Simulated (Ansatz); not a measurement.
## CdAu$_{3}$, first-principles data

CdAu3 (Cu3Au type, Pm-3m), a = b = c = 4.1209 Å, α = β = γ = 90.00°.

Space group Pm-3m (No. 221), Cu3Au type; conventional cell a = b = c = 4.1209 Å, α = β = γ = 90.00°.

Method: PBEsol (plane waves, PAW; program Ansatz). Structure relaxed to zero pressure with the same functional. Other levels are named where they apply.

Cell and energy:

```
Item                                                           Value
-----------------------------------------------------  -------------
Volume per atom                                             17.50 Å³
Density                                                  16.69 g/cm³
Formation energy from the elements (no fitted shifts)  -0.14 eV/atom
```

Electronic structure:

```
Quantity                                                                     Value
------------------------------------  --------------------------------------------
Electronic character                                             metallic (no gap)
Density of states at the Fermi level  0.32 states/eV per atom (mean over ±0.08 eV)
Gap with spin–orbit coupling                                       none (metallic)
```

Mechanics:

```
Property                                                                      Result
--------------------------------------------  --------------------------------------
Bulk modulus (Birch–Murnaghan fit)                                           147 GPa
Pressure derivative B′                                                           5.7
Elastic constants (relaxed ions, GPa)               C11 = 166, C12 = 137, C44 = 33.9
Mechanical stability                          stable (all eigenvalues of C positive)
Hill bulk and shear moduli                                          147 and 24.3 GPa
Young's modulus                                                             69.1 GPa
Poisson's ratio                                                                 0.42
Debye temperature from the elastic constants                                   157 K
```

Charges:

```
Item                          Value
-------------  --------------------
Bader charges  Au -0.21, Cd +0.62 e
```

The workflow started from an entry of the Crystallography Open Database (COD); the relaxed space group is not among those it files for this formula. COD files the formula under space group No. 123. Whether it is the stable phase at ambient conditions was not checked. Symmetry was held in the PBEsol relaxation; whether a distortion lowers the energy is not shown. As this level gives no gap, shear constants depend on the k-mesh and smearing (Fermi–Dirac, 0.1 eV here). The references are the lowest solids computed at this level, not always the standard phases. Scalar-relativistic: spin–orbit coupling is off unless named, which matters more the heavier the elements.

Potentials: the later of the program's two PAW sets.
